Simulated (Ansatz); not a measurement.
BN (wurtzite), relaxed with r²SCAN (Ansatz, an electronic-structure program, plane waves, PAW): a = b = 2.5440 Å, c = 4.2078 Å, α = β = 90.00°, γ = 120.00°.

- gap (eV) = 5.75
- ΔH_f (eV/atom) = -1.29
- B₀ by P(V) fit (GPa) = 391
- electron conductivity mass (mₑ) = 0.41

Problem. The same phase is relaxed and computed with PBE in the same code. What are the cell and these values now?

Solution. a = 2.555 Å, b = 2.555 Å, c = 4.224 Å, α = 90.00°, β = 90.00°, γ = 120.00°.

* **gap (eV)**: 5.23
* **ΔH_f (eV/atom)**: -1.15
* **B₀ by P(V) fit (GPa)**: 371
* **electron conductivity mass (mₑ)**: 0.42

All cells were relaxed under the symmetry of their starts (and spin orders); stability against distortions was not tested throughout.

Potentials: the later of the program's two PAW sets.

Ansatz is a plane-wave DFT program.

Formation energies count from the lowest solids of the elements computed at the same level, not from gases.
